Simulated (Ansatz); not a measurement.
SiGeO₃:
```xyz
5
Lattice="3.3893 0.0000 0.0000 0.0000 3.3893 0.0000 0.0000 0.0000 4.2824" Properties=species:S:1:pos:R:3 pbc="T T T"
Si     1.6946     1.6946     2.5734
Ge     0.0000     0.0000     0.6262
O      0.0000     1.6946     2.0674
O      1.6946     0.0000     2.0674
O      1.6946     1.6946     4.1861
```

This is the LDA-relaxed structure.

All from the program Ansatz at the LDA level (PAW), unless another level is named. Give the Born charges (a third of the trace).

Si +4.05, Ge +3.75, O -2.72 to -2.54 e.

Give the electronic dielectric constant ε∞ (DFPT).

5.86 (xx = yy), 4.99 (zz).

Next, the largest static χ(2) component?

9.7 pm/V.

Space group P4mm. The start of the workflow was typed in or built on a structure type; neither database checked (COD, Materials Project) lists it. Its standing as an ambient phase is unchecked. The LDA relaxation kept the symmetry of its start. At this level the phase is dynamically unstable (imaginary phonons). A crystal of weakly bound units computed without a dispersion correction: the cell and the soft elastic constants depend strongly on that. Spin–orbit coupling is left out wherever it is not named.

Potentials: the later of the program's two PAW sets.
